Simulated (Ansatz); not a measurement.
## Cs3CdBr5: field gradients against cell size

Reference cell: a Materials Project structure (computed, not necessarily an observed phase), its atoms then relaxed with PBE in this cell.

Space group I4/mcm (No. 140); a = 9.6581, c = 15.9712 Å.

```csv
site,Wyckoff,site symmetry,x,y,z
Cs1,8h,m.2m,0.6572,0.1572,0.0000
Cs5,4a,422,0.0000,0.0000,0.7500
Cd,4b,-42m,0.5000,0.0000,0.2500
Br9,16l,..m,0.1515,0.6515,0.1505
Br17,4c,4/m..,0.0000,0.0000,0.0000
```

One atom of each set is listed; the run and its k-mesh use a cell of 18 atoms with edges of 10.51, 10.51, 10.51 Å.

The numbers come from a DFT calculation in Ansatz (PBE, plane waves and PAW, scalar-relativistic, 420 eV cutoff, Γ-centred 4×4×4 k-points, Fermi–Dirac smearing 0.02 eV).

The cell is scaled uniformly, and the ions relax again at each size.

```csv
V/V₀,Cs1 V_zz (η),Cs5 V_zz (η),Cd V_zz (η),Br9 V_zz (η),Br17 V_zz (η)
0.95,?,?,?,?,?
1.00,-6.07 (0.14),-2.18 (0.00),-1.90 (0.00),23.4 (0.00),0.56 (0.00)
1.06,-5.55 (0.09),-2.02 (0.00),-2.37 (0.00),23.3 (0.01),0.39 (0.00)
```

**Question.** Fill in the row for V/V₀ = 0.95 (V_zz in 10²¹ V/m²).

**Answer.** Cs1: -6.54 (0.17), Cs5: -2.31 (0.00), Cd: -1.45 (0.00), Br9: 23.5 (0.00), Br17: 0.70 (0.00). Logarithmic slopes d ln|V_zz|/d ln V over the series: Cs1 -1.5, Cs5 -1.2, Cd 4.5, Br9 -0.1, Br17 -5.4. Point charges on a uniformly scaled lattice would give −1; atoms that shift within the cell as it changes, and charge that moves in the bonds, make the difference. Slopes far above 3 in size belong to small values that are left over from large contributions.

Without spin–orbit coupling (the program notes it for Cd and Cs) the gradients are little affected as a rule: paired runs on crystals with a gap mostly move them by under 2 % at such atoms.
